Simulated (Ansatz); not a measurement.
ZnSe:
```
ZnSe
1.0
    4.96719     0.00000     0.00000
    0.00000     4.96719     0.00000
    0.00000     0.00000     4.21705
Zn Se
2 2
Direct
  0.50000   0.00000   0.07673
  0.00000   0.50000   0.92327
  0.00000   0.00000   0.00000
  0.50000   0.50000   0.00000
```

Relaxed with r²SCAN+D4. Special points in fractions of this cell's reciprocal vectors: Γ (0.000, 0.000, 0.000); X (0.000, 0.500, 0.000); M (0.500, 0.500, 0.000); Z (0.000, 0.000, 0.500); R (0.000, 0.500, 0.500); A (0.500, 0.500, 0.500).

Question: List the band energies nearest the Fermi level at these points for r²SCAN+D4 (plane waves, PAW; program Ansatz).

Answer: In eV from the Fermi level; about four levels below and three above (degenerate sets whole), none deeper than 8.9 eV; points with the same levels are listed once.

```tsv
k	below	above
Γ	-1.62 -1.62 -1.09 -0.25	0.43 4.49 6.79
X	-3.41 -3.41 -1.12 -1.12	3.31 3.31 5.23 5.23
M	-6.02 -6.02 -0.88 -0.88	0.34 0.34 4.13 4.13
Z	-1.49 -1.49 -1.32 -0.69	1.45 4.06 5.36
R	-3.23 -3.23 -2.58 -2.58	3.13 3.13 4.34 4.34
A	-5.72 -5.72 -2.16 -2.16	0.43 0.43 1.33 1.33
```

Space group P4/nmm. A made-up cell: these elements were put on the sites of a structure type; the Crystallography Open Database copy checked does not list it. It is not the phase usual at ambient conditions (space group No. 216). The cell was relaxed with r²SCAN+D4 under the symmetry of its start; its stability against distortions is not shown here. Spin–orbit coupling is left out wherever it is not named.

Potentials: the later of the program's two PAW sets.
